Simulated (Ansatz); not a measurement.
Calculated with Ansatz: Ge3As2, settings compared

Launch command:

```bash
ansatz run input.yaml --threads 1 --pin off --max-ram 2560MiB --backend cpu --events-out ev --progress --plain --runs-dir out
```

The input file (Ansatz 0.2.0, plane waves):

```yaml
crystal:
  lattice:
    - [0.0, 3.470073, 0.0]
    - [6.19678, -1.735036, 0.0]
    - [0.760647, 0.0, -8.511126]
  atoms:
    - { symbol: As, position: [0.2026, 0.4052, 0.8592] }
    - { symbol: As, position: [0.7974, 0.5948, 0.1408] }
    - { symbol: As, position: [0.6133, 0.2266, 0.5594] }
    - { symbol: As, position: [0.3867, 0.7734, 0.4406] }
    - { symbol: Ge, position: [0.0289, 0.0578, 0.7132] }
    - { symbol: Ge, position: [0.9711, 0.9422, 0.2868] }
    - { symbol: Ge, position: [0.7777, 0.5554, 0.661] }
    - { symbol: Ge, position: [0.2223, 0.4446, 0.339] }
    - { symbol: Ge, position: [0.3744, 0.7488, 0.9645] }
    - { symbol: Ge, position: [0.6256, 0.2512, 0.0355] }
  symmetry: { tolerance: 0.0003 }
kpoints:
  mp_grid: { grid: [5, 5, 2], shift: [0, 0, 0] }
magnetization:
  spin_polarized: false
scf:
  occupations: { method: fermi_dirac }
hamiltonian:
  pseudopotentials: { kind: paw }
  xc: r2scan
basis:
  ecutwfc: 500
output:
  forces: true
  stress: true
  eigenvalues: true
  write_density: true
  write_potential: true
  elf: true
  volumetric_format: npy
```

Origin of the cell: a known structure type with other elements, at an estimated volume, so it need not be a known compound.

The smearing width isn't typed, so it takes its default of 0.1 eV.

Output of this run (shortened):

```
SCF iter   1: F=—  HF=-45269.871835 eV  Δρ=6.31e-3  dr2=7.20e-2  dr2_τ=3.31e-2  defer=5
SCF iter   2: F=—  HF=-45270.032272 eV  Δρ=3.21e-3  dr2=3.27e-2  dr2_τ=1.68e-4  defer=51
SCF iter   3: F=—  HF=-45270.032229 eV  Δρ=2.04e-3  dr2=1.40e-2  dr2_τ=5.42e-5  defer=51
SCF iter   4: F=—  HF=-45270.031876 eV  Δρ=4.71e-4  dr2=4.86e-4  dr2_τ=3.29e-6  defer=51
SCF iter   5: F=—  HF=-45270.031897 eV  Δρ=2.32e-4  dr2=1.73e-4  dr2_τ=1.02e-6  defer=51
SCF iter   6: F=—  HF=-45270.031900 eV  Δρ=6.84e-5  dr2=1.77e-5  dr2_τ=2.08e-7  defer=51
SCF iter   7: F=—  HF=-45270.031902 eV  Δρ=2.51e-5  dr2=1.97e-6  dr2_τ=1.65e-8  defer=51
SCF iter   8: F=—  HF=-45270.031902 eV  Δρ=1.07e-5  dr2=3.59e-7  dr2_τ=4.03e-9  defer=51
SCF iter   9: F=-45270.031902 eV  HF=-45270.031902 eV  Δρ=5.26e-6  dr2=9.22e-8  dr2_τ=5.40e-10
SCF 1 converged in 9 iterations: F = -45270.031902 eV  dr2 = 9.22e-8
SCF converged after 9 iterations
Free energy (F): -45270.031902 eV
Harris-Foulkes:  -45270.031902 eV  (|F-HF|=3.11e-8)
Internal energy: -45269.925382 eV  (E = F + TS)
E sigma→0 (E₀):  -45269.978642 eV
Entropy (-TS):   -0.106520 eV (-10.652 meV/atom)
Fermi energy:    11.983300 eV
--- Per-component energies (eV) ---
  E_band       = -1550.550586
  E_kinetic    = 1100.418128
  E_local      = -20020.658031  (includes V_loc(G=0)·N_el)
  E_nonlocal   = -173.130908
  E_hartree    = 9650.688289
  E_xc         = -723.324369
  E_vxc        = -762.460017  (∫ρ·V_xc dr)
  E_paw        = -19576.969163  (= ΣΔE_a)
  E_vpaw       = -1037.814316  (= ΣTr[D̂ρ^β])
  E_aug_tail   = 0.000072  (compensation charges beyond the density's cutoff)
  E_vtau       = 41.714459  (kinetic-family band-sum trace: ∫τ·v_τ [+ j·A + Jᵃ·Aᵃ] dr)
  E_ewald      = -15514.605175
  E_core_change = -12.344226  (= ΣΔE_core)
  E_smearing   = -0.106520  (= −TS)
  Σ components = -45270.031902   (vs F -45270.031902, Δ=0.00e0)
--- Forces (eV/Å), atoms counted from 1 ---
  atom   1  As    -0.880210    -0.000000     0.641182
[… 4 lines left out …]
  atom   6  Ge     1.081142     0.000000     1.302967
  atom   7  Ge     2.288239     0.000000    -0.236393
  atom   8  Ge    -2.288239    -0.000000     0.236393
  atom   9  Ge     2.073650     0.000000     0.437103
  atom  10  Ge    -2.073650    -0.000000    -0.437103
  max |Σ_I F_I| component: 0.00e0 eV/Å
--- Stress (GPa, compression-positive) ---
       16.605466      -0.000000      -8.007238
       -0.000000      22.532039      -0.000000
       -8.007239      -0.000000      18.393791
  P = ⅓ Tr σ = 19.1771 GPa (191.771 kbar)
```

The same input was run again with these changes:

1. `basis.xc_grid` default → 2
2. `scf.occupations.method` fermi_dirac → cold; `scf.occupations.width` default → 0.3
3. `scf.algorithm` default → direct_min

| run | end | SCF iterations | P (GPa) | max force component (eV/Å) | moment (μB) | ΔE(σ→0) (meV/atom) |
| --- | --- | --- | --- | --- | --- | --- |
| base | converged | 9 | 19.18 | 2.670 | – | 0 |
| 1 | converged | 9 | 19.18 | 2.670 | – | 0.00 |
| 2 | converged | 9 | 19.14 | 2.671 | – | 0.66 |
| 3 | converged | 7 | 19.18 | 2.670 | – | 0.00 |

Energies are compared only where functional, datasets, charge and starting cell are the same.

Caveats of the base run: the k mesh is coarse if the cell is a metal.

Run 2: wide smearing.

Time of the base run: 50 s on 1 thread of Arm Neoverse V2 (shared host), peak memory 0.89 GiB, from the program's own first density.
